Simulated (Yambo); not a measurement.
Yambo run on CsCl (CsCl type, space group Pm-3m, No. 221). The wavefunctions are norm-conserving PBEsol (Quantum ESPRESSO, 58 Ry, no spin-orbit coupling) ones on a 4×4×4 mesh (8 occupied bands); a = 4.0655 Å, b = 4.0655 Å, c = 4.0655 Å, α = 90.00°, β = 90.00°, γ = 90.00°.

Yambo input:

```
rim_cut
gw0
dyson
el_el_corr
HF_and_locXC
ppa
em1d
RandQpts= 1000000
RandGvec= 1 Ry
EXXRLvcs= 58 Ry
VXCRLvcs= 232 Ry
Chimod= "HARTREE"
% BndsRnXp
 1 | 124 |
%
NGsBlkXp= 8 Ry
% LongDrXp
 1.0 | 1.0 | 1.0 |
%
PPAPntXp= 55 eV
% GbndRnge
 1 | 124 |
%
GTermKind= "BG"
DysSolver= "n"
ExtendOut
% QPkrange
 1 | 1 | 8 | 9 |
%
```

k points by index: 1 = Γ.

Resulting energies as the program prints them:

```
#    K-point    Band    Eo [eV]    E [eV]    E-Eo [eV]    Vxc [eV]    Vnlxc [eV]    Sc|Eo [eV]    Sc|E [eV]    dSc/dw|Eo [eV]    Re(Z)    Im(Z)
#
    1    8    0.000000    -1.932709    -1.932709    -14.06644    -18.50354    2.077466    2.504392    -6.010575    0.819077    -0.001093
    1    9    5.229068    6.006623    0.777555    -7.929313    -3.750196    -3.283191    -3.401563    -4.142116    0.867889    -0.845095E-3
```
(The two width columns are left out.) Convergence of these settings isn't established.

Geometry relaxed with PBEsol.
